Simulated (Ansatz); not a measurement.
The elements of this relaxed trial crystal are hidden behind letters.

```
lattice vectors (Å)
   0.0000    6.6230    6.6230
   6.6230    0.0000    6.6230
   6.6230    6.6230    0.0000
fractional positions
X 0.7601 0.2399 0.2399
X 0.2399 0.7601 0.2399
X 0.2399 0.7601 0.7601
X 0.7601 0.2399 0.7601
X 0.2399 0.2399 0.7601
X 0.7601 0.7601 0.2399
Z 0.5000 0.5000 0.5000
Q 0.0000 0.0000 0.0000
```

Level of theory: DFT PBE, scalar-relativistic, plane waves, PAW (Ansatz). Settings of the last relaxation (8-atom cell): 420 eV, 6×6×6 k points, Gaussian smearing of 0.10 eV, no spin polarisation.

* Space group: Fm-3m (No. 225)
* Conventional cell: a = 13.246 Å
* Volume per atom: 72.63 Å³
* Density: 1.11 g/cm³
* Formation energy: −0.21 eV/atom
* Gap on the 6×6×6 mesh of the 8-atom cell: 0 eV (the bands meet within 0.015 eV)

Energies are uncorrected and count from the elements' standard states at the same level.

Task: X is an s-block element of period 4, Z is a p-block element of period 5 and Q is a p-block element of period 3. Which elements are they?

Result: X = K, Z = Sb, Q = P, so the formula is K6SbP. Density times volume gives a mean mass of 1.11 × 72.63/1.6605 = 48.6 u per atom, and this set has 48.4 u. K has 1 P at 3.18 Å and 1 Sb at 3.45 Å; around Sb lie 6 K at 3.45 Å; around P lie 6 K at 3.18 Å. Other sets within the hints have nearly the same mass, so mass alone doesn't settle it; this one was computed.

Spin–orbit coupling, which can matter for Sb, is left out. The zero gap may come from the functional, which often closes small gaps. Symmetry constrained the relaxation, so the result can be a saddle point.
